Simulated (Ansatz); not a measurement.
Ca₃SiO:
```
Ca3SiO
1.0
   -3.31804     4.69352     3.32908
    3.31804    -4.69352     3.32908
    3.31804     4.69352    -3.32908
Ca Si O
6 2 2
Cartesian
  0.00000   2.34676   3.09440
  3.31804   2.34676   0.23467
 -1.65902   4.86156   1.66454
  1.65902   4.52548  -1.66454
  1.65902  -0.16804   1.66454
  1.65902   4.86156   1.66454
  0.00000   7.04028   0.00458
  3.31804  -2.34676   3.32449
  3.31804   0.00000   0.00000
  0.00000   0.00000   3.32908
```

Relaxed with r²SCAN. Special points in fractions of this cell's reciprocal vectors: Γ (0.000, 0.000, 0.000); X (0.500, -0.500, 0.500); F0 (0.375, -0.375, 0.625); Σ0 (-0.375, 0.375, 0.375); Λ0 (0.376, 0.376, -0.376); G0 (0.624, -0.376, 0.376); R (0.000, 0.500, 0.000); W (0.250, 0.250, 0.250); S (0.500, 0.000, 0.000); T (0.000, 0.000, 0.500).

Problem. List the band energies nearest the valence-band maximum at these points for r²SCAN (plane waves, PAW; program Ansatz).

Solution. In eV from the valence-band maximum; about four levels below and three above (degenerate sets whole), none deeper than 8.9 eV; points with the same levels are listed once.

```csv
k,below,above
Γ,-1.48 -0.03 -0.01 0.00,0.29 0.29 1.17
X,-2.14 -0.94 -0.86 -0.84,1.44 1.75 2.05
F0,-2.02 -1.20 -0.99 -0.90,1.73 1.93 2.11
Λ0,-2.00 -1.19 -1.01 -0.90,1.76 1.91 2.06
R,-2.15 -1.00 -0.81 -0.81,1.43 1.81 2.15
W,-1.59 -1.59 -0.90 -0.90,1.97 1.97 2.06 2.06
S,-1.43 -1.42 -1.41 -1.40,1.71 1.73 1.79
T,-1.42 -1.42 -1.41 -1.41,1.76 1.76 1.83 1.83
```

Space group Imma. The first step of the workflow began from a Materials Project structure, measured or hypothetical; the Crystallography Open Database copy checked does not list it. COD files the formula under space group No. 62. Its standing as an ambient phase is unchecked. The r²SCAN relaxation kept the symmetry of its start; whether a distortion lowers the energy is not shown.

Potentials: the later of the program's two PAW sets.
